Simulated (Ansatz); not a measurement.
# Structure relaxation, Hf$_{3}$N$_{4}$

The start is a generated trial cell of Hf3N4 in the beta-Si3N4 structure type. Cell shape, volume and atoms are optimised at zero target pressure with r2SCAN (plane waves to 500 eV, PAW, scalar-relativistic; Ansatz, a quantum-chemistry and plane-wave program). The first steps use a coarse 3×3×6 k-mesh.

Initial structure:
```
CELL_PARAMETERS angstrom
      8.64610     0.00000     0.00000
     -4.32305     7.48774     0.00000
      0.00000     0.00000     3.30362
ATOMIC_POSITIONS crystal
  Hf 0.17520 0.76860 0.25000
  Hf 0.23140 0.40660 0.25000
  Hf 0.59340 0.82480 0.25000
  Hf 0.82480 0.23140 0.75000
  Hf 0.76860 0.59340 0.75000
  Hf 0.40660 0.17520 0.75000
  N  0.32980 0.03100 0.25000
  N  0.96900 0.29880 0.25000
  N  0.70120 0.67020 0.25000
  N  0.67020 0.96900 0.75000
  N  0.03100 0.70120 0.75000
  N  0.29880 0.32980 0.75000
  N  0.33333 0.66667 0.25000
  N  0.66667 0.33333 0.75000
```

* **Initial pressure**: +22.4 GPa (positive: the cell is compressed)
* **Outcome**: The space group stays P6₃/m (No. 176) (the run could not lower it), with 14 atoms in the primitive cell
* **Energy released**: 0.13 eV/atom
* **Volume change**: +8.9 %, from 15.28 to 16.64 Å³/atom
* **Shortest distances (start → end)**: The closest pairs of elements (up to four, under 3.6 Å), start → end: Hf–N 1.96 → 2.02 Å; N–N 3.17 → 3.05 Å; Hf–Hf 3.30 → 3.49 Å
* **Band gap at the end**: 2.89 eV, indirect (valence top at Γ, conduction bottom at k = (0.25, 0.25, 0.375)) (no spin-orbit coupling)
* **Optimiser moves**: 8

Relaxed structure:

```cif
data_Hf6N8
_chemical_formula_sum 'Hf6 N8'
_space_group_name_H-M_alt 'P63/m'
_space_group_IT_number 176
_space_group_name_Hall '-P 6c'
_cell_length_a 8.70471
_cell_length_b 8.70471
_cell_length_c 3.54963
_cell_angle_alpha 90.000
_cell_angle_beta 90.000
_cell_angle_gamma 120.000
loop_
_atom_site_label
_atom_site_type_symbol
_atom_site_symmetry_multiplicity
_atom_site_Wyckoff_symbol
_atom_site_fract_x
_atom_site_fract_y
_atom_site_fract_z
_atom_site_occupancy
Hf1 Hf 6 h 0.15280 0.40535 0.25000 1
N1 N 6 h 0.32676 0.31330 0.25000 1
N2 N 2 c 0.33333 0.66667 0.25000 1
```

Final values are on a 4×4×8 k-mesh of the relaxed cell. No spin polarisation in the result.

The run could not lose the symmetry of its start, so the end can be a saddle point.

The relaxed structure here is a generated cell of Hf3N4: the first start was made by placing the elements on the sites of a structure type, and the end was not matched to a known phase here, so it may be hypothetical.
